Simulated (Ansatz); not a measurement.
The cell is Si2Ge, ordered on the diamond lattice (P-3m1) with 6 atoms a cell; cell and atoms were relaxed with r2SCAN. The symmetry is P-3m1 (No. 164, trigonal); a = 3.899 Å, c = 9.554 Å in the conventional setting, 20.97 Å³ an atom. Si has 3 Si at 2.38 Å and 1 Ge at 2.40 Å; Si has 4 Si at 2.36–2.38 Å; Ge has 1 Si at 2.40 Å and 3 Ge at 2.41 Å.

```cif
data_structure
_symmetry_space_group_name_H-M 'P-3m1'
_symmetry_Int_Tables_number 164
_cell_length_a 3.8995
_cell_length_b 3.8995
_cell_length_c 9.5539
_cell_angle_alpha 90.000
_cell_angle_beta 90.000
_cell_angle_gamma 120.000
_cell_volume 125.81
loop_
_atom_site_label
_atom_site_type_symbol
_atom_site_symmetry_multiplicity
_atom_site_Wyckoff_symbol
_atom_site_fract_x
_atom_site_fract_y
_atom_site_fract_z
_atom_site_occupancy
Si1 Si 2 d 0.33333 0.66667 0.70348 1
Si2 Si 2 c 0.00000 0.00000 0.37638 1
Ge1 Ge 2 d 0.66667 0.33333 0.04543 1
```

The questions ask for values computed with the plane-wave code Ansatz on this geometry. Note: simulated data, non-magnetic, for a generated structure that need not be the stable one.

Given (12×12×4 mesh): The r2SCAN gap is indirect, 0.60 eV (Γ to k = (0, 0.414, 0.177)), below the direct gap of 1.31 eV at Γ.

(1) How does the gap change from r2SCAN to PBE+SOC (12×12×4)?

(2) How does the gap change from r2SCAN to HSE06 (6×6×2)?

(3) Estimate the gap with PBE0 on 6×6×2.

(4) Roughly how does the cost of the PBE0 run (6×6×2) compare with r2SCAN's (12×12×4)?

(5) What do these levels agree on?

Results:

(1) The PBE+SOC gap is indirect, 0.33 eV (Γ to k = (0, 0.414, 0.177)), below the direct gap of 0.93 eV at Γ. The gap differs by -0.27 eV from r2SCAN's.

(2) The HSE06 gap is indirect, 0.92 eV (Γ to k = (0, 0.414, 0.177)), below the direct gap of 1.73 eV at Γ. The gap differs by +0.32 eV from r2SCAN's.

(3) The PBE0 gap is indirect, 1.55 eV (Γ to k = (0, 0.414, 0.177)), below the direct gap of 2.34 eV at Γ. The gap differs by +0.95 eV from r2SCAN's.

(4) About 7 times as much (5 core-minutes against 50 core-seconds, on 4 threads of Arm Neoverse V1 (shared host)).

(5) All these functionals give a gap of the same kind, indirect.

Only the levels marked +SOC include spin-orbit coupling.

Where an edge lies off the special points, it is a point of the mesh or the k point where a search put PBE's edge or least direct gap, reused for the other functionals, whose own edges may lie a little apart.

Coordinates of k points refer to the reciprocal vectors of the primitive cell of the runs.

The meshes of the hybrids are coarse, so their gaps aren't converged to the digits shown.

PBE's own run along the path (0.43 eV) came before the search for the edges and missed one, so it isn't listed.
